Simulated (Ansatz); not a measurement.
Relaxing an invented Li2SiS3 structure

These are results of Ansatz 0.2.0, DFT PBE, scalar-relativistic, plane waves, PAW, not measurements. Cutoff 420 eV, Gaussian smearing, Γ-centred meshes. Cell and atoms relax first on a coarse mesh and then on a finer one. In between, the cell is made exact in the group found at 0.06 Å. In metals the finer mesh still leaves noise of several meV/atom or more. The steps can't lower the symmetry of their start. No spin polarisation.

The guess for Li2SiS3 was made by a generator: random cell by space group and Wyckoff sites (P6/mmm, No. 191). The dimensions are guesses.

```xyz
6
Lattice="4.6068 0.0000 0.0000 -2.3034 3.9896 0.0000 0.0000 0.0000 7.1361" Properties=species:S:1:pos:R:3 pbc="T T T"
Li    0.0000    2.6597    0.0000
Li    2.3034    1.3299    0.0000
Si    0.0000    0.0000    3.5681
S     2.3034    0.0000    3.5681
S    -1.1517    1.9948    3.5681
S     1.1517    1.9948    3.5681
```

The zero of energy is the elements' standard structures at the same level; no fitted shifts are applied.

Task: Where does the relaxation end?

Result: The symmetry stays P6/mmm (No. 191). The volume per atom shrinks by 20.4 %, from 21.9 to 17.4 Å³. The shortest distance goes from 2.30 Å (Si–S and S–S) to 2.51 Å (Li–S). The ratio c/a of the conventional cell changes by a factor of 0.44. The energy falls by about 1.2 eV/atom (the start's value is from the coarse mesh). Conventional cell: a = 5.607 Å, c = 3.833 Å. Li is surrounded by 6 S at 2.51 Å; Si is surrounded by 6 S at 2.80 Å; S is surrounded by 4 Li at 2.51 Å, 2 Si at 2.80 Å and 4 S at 2.80 Å.

```xyz
6
Lattice="5.6075 0.0000 0.0000 -2.8037 4.8562 0.0000 0.0000 0.0000 3.8333" Properties=species:S:1:pos:R:3 pbc="T T T"
Li    0.0000    3.2375    0.0000
Li    2.8037    1.6187    0.0000
Si    0.0000    0.0000    1.9167
S     2.8037    0.0000    1.9167
S    -1.4019    2.4281    1.9167
S     1.4019    2.4281    1.9167
```

Task: Give its energy and gap.

Result:

| Item | Value |
| --- | --- |
| Formation energy | −0.17 eV/atom |
| Gap on the 12×12×10 mesh of the 6-atom cell | 0 eV (a metal) |

Whether it is stable depends on the other phases of the system, which aren't compared here.

The last run used Gaussian smearing of 0.10 eV. The reference form of S is held partly by dispersion forces, which this level lacks. A structure relaxed within its symmetry needn't be a true minimum.
